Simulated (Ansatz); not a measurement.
AlVB:
```yaml
crystal:
  lattice:
    - [1.52835, -7.06528, 0.00000]
    - [1.52835, 7.06528, 0.00000]
    - [0.00000, 0.00000, 2.98849]
  atoms:
    - { symbol: Al, position: [0.69292, 0.30708, 0.25000] }
    - { symbol: Al, position: [0.30708, 0.69292, 0.75000] }
    - { symbol: B, position: [0.46789, 0.53211, 0.75000] }
    - { symbol: B, position: [0.53211, 0.46789, 0.25000] }
    - { symbol: V, position: [0.08319, 0.91681, 0.75000] }
    - { symbol: V, position: [0.91681, 0.08319, 0.25000] }
```

Relaxed with PBEsol. Special points in fractions of this cell's reciprocal vectors: Γ (0.000, 0.000, 0.000); Y (-0.500, 0.500, 0.000); C0 (-0.262, 0.738, 0.000); Σ0 (0.262, 0.262, 0.000); Z (0.000, 0.000, 0.500); A0 (0.262, 0.262, 0.500); E0 (-0.262, 0.738, 0.500); T (-0.500, 0.500, 0.500); S (0.000, 0.500, 0.000); R (0.000, 0.500, 0.500).

**Question.** List the band energies nearest the Fermi level at these points for plane-wave PAW PBEsol (Ansatz code).

**Answer.** In eV from the Fermi level; about four levels below and three above (degenerate sets whole), none deeper than 8.9 eV; points with the same levels are listed once.

| k | below | above |
|---|---|---|
| Γ | -2.77 -2.65 -2.04 -1.88 | 0.68 1.03 1.28 |
| Y | -2.78 -2.12 -1.93 -1.23 | 0.91 1.03 1.35 |
| C0 | -3.13 -1.13 -0.32 -0.05 | 0.18 1.49 1.74 |
| Z | -2.20 -2.20 -1.85 -1.85 | 0.83 0.83 1.56 1.56 |
| A0 | -1.26 -1.26 -1.02 -1.02 | 2.16 2.16 2.20 2.20 |
| T | -2.55 -2.55 -2.19 -2.19 | 0.79 0.79 1.17 1.17 |
| S | -2.82 -1.16 -0.33 -0.05 | 0.18 1.57 1.61 |
| R | -1.24 -1.24 -1.03 -1.03 | 2.09 2.09 2.24 2.24 |

Space group Cmcm. The start of the workflow was typed in or built on a structure type; neither database checked (COD, Materials Project) lists it. Its standing as an ambient phase is unchecked. The cell was relaxed with PBEsol under the symmetry of its start; its stability against distortions is not shown here. The workflow began spin-polarised and lost its moments.

Potentials: the earlier of the program's two PAW sets. The files were generated under PBE; for other functionals the program regenerates the frozen cores, and for LDA and PBEsol the local potential too.
